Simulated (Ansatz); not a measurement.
BAs:
```yaml
crystal:
  lattice:
    - [3.36554, 0.00000, 0.00000]
    - [-1.68277, 2.91465, 0.00000]
    - [0.00000, 0.00000, 5.57530]
  atoms:
    - { symbol: B, position: [0.33333, 0.66667, 0.37458] }
    - { symbol: B, position: [0.66667, 0.33333, 0.87458] }
    - { symbol: As, position: [0.33333, 0.66667, 0.00042] }
    - { symbol: As, position: [0.66667, 0.33333, 0.50042] }
```

Relaxed with r²SCAN. Special points in fractions of this cell's reciprocal vectors: Γ (0.000, 0.000, 0.000); M (0.500, 0.000, 0.000); K (0.333, 0.333, 0.000); A (0.000, 0.000, 0.500); L (0.500, 0.000, 0.500); H (0.333, 0.333, 0.500).

Problem. List the band energies nearest the valence-band maximum at these points for r²SCAN with spin–orbit coupling in the plane-wave PAW code Ansatz.

Solution. In eV from the valence-band maximum; about four levels below and three above (degenerate sets whole), none deeper than 8.9 eV; points with the same levels are listed once.

```tsv
k	below	above
Γ	-0.12 -0.12 0.00 0.00	2.36 2.36 2.73 2.73
M	-4.22 -4.22 -2.26 -2.26	1.26 1.26 3.88 3.88
K	-5.10 -5.10 -5.05 -4.84 -4.84	1.48 1.48 6.57
A	-1.35 -1.35 -1.35 -1.35	3.08 3.08 3.08 3.08
L	-3.54 -3.54 -3.54 -3.54	1.91 1.91 1.91 1.91
H	-3.09 -3.09 -3.05 -3.05	2.91 2.91 2.92 2.92
```

Space group P6_3mc (wurtzite). The workflow started from a Materials Project entry (that database holds measured and hypothetical structures alike); the Crystallography Open Database copy checked does not list it. It is not the phase usual at ambient conditions (space group No. 216). Symmetry was held in the r²SCAN relaxation; its stability against distortions is not shown here.

Potentials: the later of the program's two PAW sets.
